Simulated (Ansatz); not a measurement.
input.yaml

```yaml
crystal:
  lattice:
    - [3.1543602768, 0.0, 0.0]
    - [0.0, 3.1543602768, 0.0]
    - [0.0, 0.0, 25.3087205537]
  atoms:
    - { symbol: W, position: [0.5, 0.5, 0.3358526158] }
    - { symbol: W, position: [0.0, 0.0, 0.3981702717] }
    - { symbol: W, position: [0.5, 0.5, 0.4591284181] }
    - { symbol: W, position: [0.0, 0.0, 0.5233039978] }
    - { symbol: W, position: [0.5, 0.5, 0.5784891153] }
    - { symbol: F, position: [0.5, 0.5, 0.6299300532] }
basis:
  ecutwfc: 420
kpoints:
  mp_grid: { grid: [9, 9, 1] }
hamiltonian:
  xc: pbesol
scf:
  occupations: { method: gaussian, width: 0.1 }
output:
  forces: true
  stress: true
  eigenvalues: true
  write_density: true
  write_potential: true
  elf: true
  volumetric_format: npy
efield:
  axis: 3
  dipole_correction: true
  ramp_width: 0.04
```

Run as
```bash
ansatz run input.yaml --threads 2 --pin off --max-ram 5120MiB --backend cpu --events-out ev --progress --plain --runs-dir out
```

All numbers below come from DFT PBEsol, scalar-relativistic, plane waves, PAW in Ansatz.

From the run's log, abridged (final results; tables in files aren't shown):

```
WARN: efield: at this solve's end the planar-averaged density reaches 1.10e-5 e/Å³ inside the ramp window [0.9234, 0.0424] (bound 1e-5 e/Å³), and -1.73e-6 e/Å³ on another of its planes; the window's nearer edge stands 7.43 Å from this solve's nearest atom along the axis. Its work functions, free energy, forces, stress, dipole, levels and responses can be off, and this figure does not tell by how much. A short vacuum, a low `basis.ecutwfc` or `basis.ecutrho_ratio` and negative occupations (`scf.occupations.method`) can put density there. See the manual's quickstart, § The vacuum guard
SCF 1 converged in 15 iterations: F = -52065.741416 eV  dr2 = 1.83e-8
WARN: The output density's exchange-correlation potential varies sharply where the density is thin. Do not read a vacuum level from v_tot or v_xc, or from such a field of the output density. On a cell that repeats whose density bears no net charge and no dipole along the vacuum's axis use v_es (v_loc + v_h of the components); under efield.dipole_correction with no amplitude use v_es + v_field, which holds any external_charges[].barrier, or the levels of the report's work_function block, which leave it out; under a non-zero efield.amplitude the vacuum is tilted and has no level; on a cell that repeats and bears such a dipole with no correction it is tilted too, and efield.dipole_correction wi ...
SCF converged after 15 iterations
Free energy (F): -52065.741416 eV
Harris-Foulkes:  -52065.741416 eV  (|F-HF|=1.25e-8)
Internal energy: -52065.712312 eV  (E = F + TS)
E sigma→0 (E₀):  -52065.726864 eV
Entropy (-TS):   -0.029104 eV (-4.851 meV/atom)
Fermi energy:    5.746234 eV
Dipole field:    D = 0.131231 V/Å  (p = 0.182628 e·Å, saw-weighted, corrected)
Work function:   Φ+ = 1.0757 eV   Φ− = 4.3973 eV
Levels:          The Fermi level and band energies are counted from a zero that moves with the ramp; work functions are not
Vacuum region:   at the solve's end the planar-averaged density reaches 1.10e-5 e/Å³ inside the ramp window [0.9234, 0.0424] (bound 1e-5 e/Å³), and -1.73e-6 e/Å³ on another of its planes
--- Per-component energies (eV) ---
  E_band       = -1693.494280
  E_kinetic    = 2480.950404
  E_local      = -104248.356372  (includes V_loc(G=0)·N_el)
  E_nonlocal   = 105.554594
  E_hartree    = 50984.771548
  E_xc         = -1403.518641
  E_vxc        = -1292.620824  (∫ρ·V_xc dr)
  E_paw        = -42382.700144  (= ΣΔE_a)
  E_vpaw       = -710.718969  (= ΣTr[D̂ρ^β])
  E_aug_tail   = 0.001883  (compensation charges beyond the density's cutoff)
  E_efield     = 0.011983  (sawtooth field / dipole correction)
  E_vefield    = 2.162543  (∫n·V_field dr)
  E_ewald      = 42396.421030
  E_core_change = 1.151404  (= ΣΔE_core)
  E_smearing   = -0.029104  (= −TS)
--- Forces (eV/Å), atoms counted from 1 ---
  atom   1  W      0.00000000     0.00000000     1.75118304
  atom   2  W      0.00000000     0.00000000    -1.45514694
  atom   3  W      0.00000000     0.00000000    -1.06275781
  atom   4  W      0.00000000     0.00000000    -1.47717849
  atom   5  W      0.00000000     0.00000000   -77.48905389
  atom   6  F      0.00000000     0.00000000    79.73292713
--- Stress (GPa, compression-positive) ---
       -0.554705       0.000000       0.000000
        0.000000      -0.554705       0.000000
        0.000000       0.000000      66.782863
  P = ⅓ Tr σ = 21.8912 GPa (218.912 kbar)
--- Band table (eV; the first three rows and the last of 15) ---
  k-point 0: bands = ["-70.2939", "-68.1974", "-68.1310", "-67.9399", "-67.8325", "-40.8213", "-33.6653", "-33.6653", "-32.6924", "-32.6069", "-32.6003", "-32.6003", "-32.2726", "-32.2726", "-32.2089", "-31.9646", "-31.9646", "-31.8933", "-31.8050", "-31.8050", "-21.7905", "-8.9406", "-8.9406", "-7.0783", "-3.2114", "-1.5875", "-0.0897", "0.4671", "0.9071", "1.0039", "1.8357", "3.0599", "4.4587", "4.6411", "4.6411", "5.1268", "5.1268", "5.3016", "5.4800", "5.4944", "5.7686", "6.0973", "6.0973", "6.9703", "7.2709", "7.3605", "7.8688"]
  k-point 1: bands = ["-70.2926", "-68.1924", "-68.1291", "-67.9425", "-67.8330", "-40.8202", "-33.6978", "-33.6550", "-32.7248", "-32.6947", "-32.5777", "-32.5230", "-32.3692", "-32.2653", "-32.0997", "-32.0475", "-31.9733", "-31.8412", "-31.8357", "-31.8270", "-21.7827", "-9.0088", "-8.9374", "-7.0395", "-2.9280", "-1.3818", "0.1086", "0.5553", "1.0555", "1.1384", "1.9693", "3.0529", "3.9799", "4.3198", "4.3517", "4.8752", "5.1089", "5.4867", "5.5008", "5.7019", "5.9635", "6.2986", "6.5333", "7.0458", "7.0580", "7.2221", "7.6918"]
  k-point 2: bands = ["-70.2893", "-68.1791", "-68.1240", "-67.9498", "-67.8341", "-40.8176", "-33.7768", "-33.6285", "-32.8375", "-32.7545", "-32.5223", "-32.5134", "-32.4129", "-32.2445", "-32.1088", "-32.0492", "-31.9981", "-31.8901", "-31.8810", "-31.8034", "-21.7631", "-9.1726", "-8.9293", "-6.9502", "-2.1364", "-0.8875", "0.4539", "0.5843", "1.3016", "1.5461", "2.6116", "3.2925", "3.5177", "3.6986", "4.1743", "4.3268", "4.8453", "5.1227", "5.8534", "6.3050", "6.4209", "6.4684", "6.7908", "6.8611", "6.8887", "7.3727", "7.7524"]
  k-point 14: bands = ["-70.2745", "-68.1423", "-68.1020", "-67.9603", "-67.8263", "-40.7886", "-33.9317", "-33.9259", "-32.9464", "-32.9416", "-32.5913", "-32.5063", "-32.4789", "-32.3876", "-32.2027", "-32.1343", "-32.0931", "-32.0515", "-31.8638", "-31.8459", "-21.6981", "-9.3554", "-9.3505", "-6.7610", "0.1893", "0.4676", "1.6028", "2.0749", "2.3150", "2.5323", "2.6239", "2.7494", "3.2540", "3.4487", "3.5471", "4.7468", "4.8436", "7.3912", "7.4044", "7.4536", "7.5807", "7.8015", "8.2757", "8.7101", "8.9893", "9.0750", "9.0866"]
```

The run converged.

The run took 6.3 s on 2 threads of AMD EPYC 9R45 96-Core Processor (Zen 5), on a shared host, peak memory 0.6 GiB.

Spin-orbit coupling is left out, which matters for the bands of heavy elements. Spin polarisation was left out, and a magnetic state may lie lower. Some atoms are far too close here, so the PAW spheres overlap strongly and the numbers are rough.